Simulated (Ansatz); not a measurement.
SiRu2 in space group P6_3/mmc (No. 194; Si on 2c, Ru on 2a, Ru on 2d) under volume change, plane-wave PAW PBE (Ansatz code), shape and atoms relaxed at each volume.

```csv
V (Å³/atom),E − E(relaxed) (meV/atom),P (GPa)
12.210,101.2,29.40
12.613,42.3,17.86
13.015,9.9,8.15
13.418,0.0,0.00
13.821,(withheld),(withheld)
14.223,33.4,-12.57
14.626,(withheld),(withheld)
```

### Question
Fill in the missing entries.

### Answer

- 13.821, E − E(relaxed) (meV/atom): 8.8
- 13.821, P (GPa): -6.83
- 14.626, E − E(relaxed) (meV/atom): 71.2
- 14.626, P (GPa): -17.36

### Question
What does a third-order Birch–Murnaghan fit give for V₀, B₀ and B′?

### Answer
V₀ = 13.42 Å³/atom, B₀ = 248 GPa, B′ = 4.8.

The cell is a constructed one: a structure type filled with these elements; neither database checked (COD, Materials Project) lists it. Whether it is the stable phase at ambient conditions was not checked. The cell was relaxed with PBE under the symmetry of its start; its stability against distortions is not shown here. No spin polarisation was allowed.

Potentials: the later of the program's two PAW sets.
